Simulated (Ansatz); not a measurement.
An ordered 8-atom cell of Ga₄SbP₃ on the zincblende lattice (R3m) at its r2SCAN geometry, run in the plane-wave code Ansatz at 2 levels of theory. All values are calculated for a non-magnetic cell, which may be hypothetical.

The r2SCAN input:
```yaml
crystal:
  lattice:
    - [1.987399916, 1.1474258765, 13.0127763402]
    - [-1.987399916, 1.1474258765, 13.0127763402]
    - [0.0, -2.294851753, 13.0127763402]
  atoms:
    - { symbol: P, position: [0.0036577686, 0.0036577686, 0.0036577686] }
    - { symbol: P, position: [0.7499579055, 0.7499579055, 0.7499579055] }
    - { symbol: P, position: [0.4962905358, 0.4962905358, 0.4962905358] }
    - { symbol: Sb, position: [0.2495430165, 0.2495430165, 0.2495430165] }
    - { symbol: Ga, position: [0.6893154056, 0.6893154056, 0.6893154056] }
    - { symbol: Ga, position: [0.4356494488, 0.4356494488, 0.4356494488] }
    - { symbol: Ga, position: [0.1819911833, 0.1819911833, 0.1819911833] }
    - { symbol: Ga, position: [0.943594736, 0.943594736, 0.943594736] }
kpoints:
  mp_grid: { grid: [8, 8, 8] }
  band_path:
    path:
      - [0.0, 0.0, 0.0]
      - [-0.5, -0.5, -0.5]
      - [-0.5, -0.1718501068, -0.8281498932]
      - [-0.1718501068, 0.1718501068, -0.5]
      - [0.0, 0.0, -0.5]
      - [0.0, 0.3359250534, -0.3359250534]
      - [-0.3359250534, 0.0, -0.6640749466]
      - [-0.5, 0.0, -0.5]
      - [-0.15, -0.15, -0.15]
    npoints: 1
hamiltonian:
  xc: r2scan
scf:
  occupations: { method: fermi_dirac, width: 0.02 }
  n_extra_bands: 6
output:
  forces: true
  stress: true
  eigenvalues: true
```

Main results, then, where recorded, the levels near the gap in eV from the Fermi energy (columns number the bands from 0), one row a point of the path (Γ, T, H₂, H₀, L, S₀, S₂, F, Γ–T (0.30)):
```
Crystal: 8 atoms, lattice volume = 178.046 Å³
Symmetry: 6 space group operations
Space group: R3m (ITA 160)
```
```
Basis set: ecut = 500 eV, 4547 PW (Γ), FFT grids on a1−a3, a2−a3, a3
k-points: 65 of 512 (time reversal used)
SCF 1 converged in 8 iterations: F = -23940.763019 eV  dr2 = 6.37e-8
Free energy (F): -23940.763019 eV
Internal energy: -23940.762978 eV  (E = F + TS)
E sigma→0 (E₀):  -23940.762998 eV
Entropy (-TS):   -0.000041 eV (-0.005 meV/atom)
Fermi energy:    8.213793 eV
--- Forces (eV/Å), atoms counted from 1 ---
  atom   1  P       0.00000      0.00000    -0.00248
  atom   2  P       0.00000      0.00000      0.00064
  atom   3  P       0.00000      0.00000      0.00139
  atom   4  Sb      0.00000      0.00000    -0.00680
  atom   5  Ga      0.00000      0.00000      0.00047
  atom   6  Ga      0.00000      0.00000    -0.00077
  atom   7  Ga      0.00000      0.00000    -0.00120
  atom   8  Ga      0.00000      0.00000      0.00875
--- Stress (GPa, compression-positive) ---
       -0.059678       0.000000       0.000000
        0.000000      -0.059678       0.000000
        0.000000       0.000000       0.070298
  P = ⅓ Tr σ = -0.0164 GPa (-0.164 kbar)
```
```tsv
band_36	band_37	band_38	band_39	band_40	band_41	band_42	band_43
-1.825	-1.825	-1.235	-0.106	-0.106	0.074	0.313	0.539
-2.296	-1.783	-1.783	-0.137	-0.137	0.141	0.464	0.814
-4.507	-3.631	-3.549	-3.303	-2.991	1.540	1.576	2.324
-4.507	-3.631	-3.549	-3.303	-2.991	1.540	1.576	2.324
-3.657	-3.405	-3.169	-2.884	-1.863	0.554	0.902	1.300
-4.505	-3.677	-3.516	-3.308	-2.972	1.401	1.902	1.965
-4.505	-3.677	-3.516	-3.308	-2.972	1.401	1.902	1.965
-3.856	-3.538	-3.019	-2.287	-1.794	0.406	0.600	0.684
-1.816	-1.816	-1.478	-0.112	-0.112	0.109	0.390	0.567
```

r2SCAN gives a direct gap of 0.18 eV at Γ.

HSE06. Against the first input these blocks differ (the band path and keys that only write files left aside):
```yaml
kpoints:
  mp_grid: { grid: [4, 4, 4] }
hamiltonian:
  xc: hse06
```

```
Basis set: ecut = 420 eV, 3517 PW (Γ), FFT grids on a1−a2, a2, −a2+a3
k-points: 13 of 64 (time reversal used)
SCF 1 converged in 13 iterations: F = -23885.646344 eV  dr2 = 1.79e-10
Exchange kernel: α = 0.2500, screened, ω = 0.2079 Å⁻¹, Wigner–Seitz truncation, v(0) = 1035.3852 eV·Å³, q-mesh 4×4×4
SCF 2 stopped early in 9 iterations: F = -23893.697499 eV  dr2 = 7.13e-6
hybrid outer 1: dexx = +4.251e-2 eV, tail = 1.40e-4 eV
SCF 3 converged in 8 iterations: F = -23893.696822 eV  dr2 = 8.57e-11
hybrid outer 2: dexx = +4.389e-6 eV, tail = 6.62e-8 eV, Δε = 2.69e-3 eV, ΔF = 5.41e-3 eV/Å
Free energy (F): -23893.696822 eV
Fermi energy:    8.234838 eV
--- Forces (eV/Å), atoms counted from 1 ---
  atom   1  P       0.00000      0.00000      0.02297
  atom   2  P       0.00000      0.00000      0.00018
  atom   3  P       0.00000      0.00000      0.00170
  atom   4  Sb      0.00000      0.00000    -0.01461
  atom   5  Ga      0.00000      0.00000    -0.00479
  atom   6  Ga      0.00000      0.00000    -0.00084
  atom   7  Ga      0.00000      0.00000      0.02312
  atom   8  Ga      0.00000      0.00000    -0.02788
--- Stress (GPa, compression-positive) ---
        0.902555       0.000000       0.000000
        0.000000       0.902555       0.000000
        0.000000       0.000000       0.072244
  P = ⅓ Tr σ = 0.6258 GPa (6.258 kbar)
```
```tsv
band_36	band_37	band_38	band_39	band_40	band_41	band_42	band_43
-2.093	-2.093	-1.451	-0.306	-0.306	0.277	0.527	0.775
-2.583	-2.050	-2.050	-0.333	-0.333	0.365	0.686	1.057
-4.910	-3.972	-3.875	-3.631	-3.249	1.741	1.767	2.556
-4.910	-3.972	-3.875	-3.631	-3.249	1.741	1.767	2.556
-4.005	-3.724	-3.432	-3.190	-2.129	0.743	1.097	1.536
-4.907	-4.018	-3.844	-3.633	-3.232	1.592	2.118	2.172
-4.907	-4.018	-3.844	-3.633	-3.232	1.592	2.118	2.172
-4.195	-3.878	-3.334	-2.541	-2.058	0.597	0.760	0.877
-2.084	-2.084	-1.690	-0.311	-0.311	0.321	0.597	0.800
```

With HSE06 the gap is 0.58 eV and direct, at Γ. With the atoms held, the mean pressure is +0.6 GPa (compression positive). (The program warns that its thresholds are loose for a hybrid's stress.)

Small level splittings and stresses of the hybrids carry the error of their coarser meshes.

Totals of different functionals can't be compared.

No spin-orbit coupling is included; it can move band edges with weight on the heavy atoms by tenths of an eV.
